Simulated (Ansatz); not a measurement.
FeBiO3:
```xyz
10
Lattice="2.7846 1.6077 4.4689 -2.7846 1.6077 4.4689 0.0000 -3.2154 4.4689" Properties=species:S:1:pos:R:3 pbc="T T T"
Bi     0.0000     0.0000     3.0573
Bi     0.0000     0.0000    10.3495
Fe     0.0000     0.0000     0.0000
Fe     0.0000     0.0000     6.7034
O      0.4340     1.6897     7.7222
O     -1.6804    -0.4690     7.7222
O      1.2463    -1.2207     7.7222
O     -0.4340    -1.6897     5.6846
O      1.6804     0.4690     5.6846
O     -1.2463     1.2207     5.6846
```
The run is spin-polarised; directions of the spins, atom by atom: 0 0 ↑ ↓ 0 0 0 0 0 0.

Relaxed with PBEsol.

Q: Give the optical modes at the zone centre with their infrared activity from DFPT, the program Ansatz at the PBEsol level (PAW).

A: Transverse frequencies, without the LO–TO term; a row sums one degenerate level.

```csv
ω (cm⁻¹),degeneracy,IR ((D/Å)²/amu),activity
68,2,82.74,IR
86,1,0.00,IR-inactive
92,1,26.58,IR
103,2,0.00,IR-inactive
125,1,68.24,IR
173,2,69.75,IR
213,2,0.00,IR-inactive
244,2,97.23,IR
263,2,9.58,IR
274,1,0.00,IR-inactive
299,1,0.00,IR-inactive
338,2,0.00,IR-inactive
346,1,0.00,IR-inactive
363,1,6.46,IR
392,2,0.00,IR-inactive
474,1,13.07,IR
494,2,20.73,IR
567,1,0.00,IR-inactive
```

Q: How high does the top mode go among those that the LO–TO term moves?

A: 526 cm⁻¹ for q along x, 526 cm⁻¹ for q along y, 514 cm⁻¹ for q along z.

Space group R-3. The start of the workflow was typed in or built on a structure type; neither database checked (COD, Materials Project) lists it. It is not the phase usual at ambient conditions (space group No. 161). The PBEsol relaxation kept the symmetry of its start, as lowered by the spin order; its stability against distortions is not shown here. The final state is antiferromagnetic, chosen from 5 collinear starts compared on coarse meshes (ties went to the first, and starts can fall back to one state), not a proven ground state. No Hubbard U is applied. Scalar-relativistic: spin–orbit coupling is off unless named, which matters more the heavier the elements.

Potentials: the later of the program's two PAW sets.
